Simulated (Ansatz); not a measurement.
Pb₂SeS:
```
Pb2SeS
1.0
    4.24835     0.00000     0.00000
    0.00000     4.24835     0.00000
    0.00000     0.00000     6.00370
Pb Se S
2 1 1
Direct
  0.00000   0.00000   0.00000
  0.50000   0.50000   0.50000
  0.50000   0.50000   0.00000
  0.00000   0.00000   0.50000
```

Relaxed with PBEsol. Special points in fractions of this cell's reciprocal vectors: Γ (0.000, 0.000, 0.000); X (0.000, 0.500, 0.000); M (0.500, 0.500, 0.000); Z (0.000, 0.000, 0.500); R (0.000, 0.500, 0.500); A (0.500, 0.500, 0.500).

Q: List the band energies nearest the valence-band maximum at these points for the program Ansatz at the PBEsol level (PAW).

A: In eV from the valence-band maximum; about four levels below and three above (degenerate sets whole), none deeper than 8.9 eV; points with the same levels are listed once.

| k | below | above |
|---|---|---|
| Γ | -3.49 -3.49 -2.14 -2.14 -2.14 | 3.52 4.79 4.83 4.83 |
| X | -1.92 -1.81 -0.99 -0.79 | 1.17 1.36 2.05 |
| M | -3.57 -3.48 -3.48 -3.41 | 3.53 3.53 5.23 5.23 |
| Z | -2.81 -2.81 -1.84 -1.74 | 2.17 2.43 4.30 |
| R | -1.70 -1.66 -0.09 0.00 | 0.07 0.19 1.59 |
| A | -4.37 -4.37 -1.12 -0.84 | 1.89 1.90 4.31 4.31 |

Space group P4/mmm. The workflow started from a Materials Project entry (that database holds measured and hypothetical structures alike); the Crystallography Open Database copy checked does not list it. With Se and S taken as one species the cell has the higher symmetry Fm-3m, so it may be an ordered model of a mixed-site phase. Its standing as an ambient phase is unchecked. The cell was relaxed with PBEsol under the symmetry of its start; of distortions, only those at the zone centre were tested. Spin–orbit coupling is left out wherever it is not named.

Potentials: the later of the program's two PAW sets.
